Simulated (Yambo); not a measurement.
BSE-type run in Yambo on FeP₂ (space group Pnnm, No. 58), at zero momentum.

Quantum ESPRESSO step (PBEsol, PseudoDojo standard norm-conserving files, scalar-relativistic):
```
&CONTROL
  calculation = 'nscf'
  pseudo_dir = './pseudo'
  outdir = './out'
/
&SYSTEM
  ibrav = 0
  nat = 6
  ntyp = 2
  ecutwfc = 90.0
  ecutrho = 360.0
  occupations = 'fixed'
  force_symmorphic = .true.
  nbnd = 57
/
&ELECTRONS
  conv_thr = 6.000000000000001e-09
  diago_full_acc = .true.
  diago_thr_init = 1e-08
/
ATOMIC_SPECIES
P 30.9738 P.upf
Fe 55.8450 Fe.upf
CELL_PARAMETERS angstrom
  4.918220000000   0.000000000000   0.000000000000
  0.000000000000   5.627030000000   0.000000000000
  0.000000000000   0.000000000000   2.715370000000
ATOMIC_POSITIONS crystal
P   0.329000000000   0.869400000000   0.500000000000
P   0.671000000000   0.130600000000   0.500000000000
P   0.829000000000   0.630600000000   0.000000000000
P   0.171000000000   0.369400000000   0.000000000000
Fe   0.500000000000   0.500000000000   0.500000000000
Fe   0.000000000000   0.000000000000   0.000000000000
K_POINTS automatic
6 4 8 0 0 0
```

Yambo input:
```
rim_cut
optics
bse
bss
dipoles
em1s
RandQpts= 1000000
RandGvec= 1 Ry
FFTGvecs= 40 Ry
Chimod= "HARTREE"
BSKmod= "SEX"
BSEmod= "resonant"
BSSmod= "hs"
BSENGexx= 15 Ry
BSENGBlk= 3 Ry
% KfnQP_E
 0.202 | 1.0 | 1.0 |
%
% BSEQptR
 1 | 1 |
%
% BSEBands
 15 | 32 |
%
% BEnRange
 0.0 | 5.8 | eV
%
% BDmRange
 0.15 | 0.15 | eV
%
BEnSteps= 116
% BLongDir
 1.0 | 0.0 | 0.0 |
%
BSHayTrs= -0.02
BSSNEig= 24
WRbsWF
% BndsRnXs
 9 | 53 |
%
NGsBlkXs= 3 Ry
% LongDrXs
 1.0 | 1.0 | 1.0 |
%
```

From the report:

The dimension is k points × valence × conduction bands = 192 × 12 × 6 = 13824.
```
  [SLEPC] Approach                          : Krylov-Schur
  [SLEPC] Number of requested eigenvalues   :  24
  [SLEPC] Number of eigenvalues        [NEV]:  24
   [K] Dimension                                    :  13824
   [K] Bands                                        :   15   32
   [K] Exchange res                                 : yes
   [K] Correlation res                              : no
   [K] W interaction is bare                        : no
   [K] RL vectors exchange                          :   513
```

Geometry of the Materials Project entry, not relaxed at this level.

The structure is a Materials Project entry; no match was found in the copy of COD used, and its stability was not checked.

The runs are not spin-polarised; magnetic order was not tried.
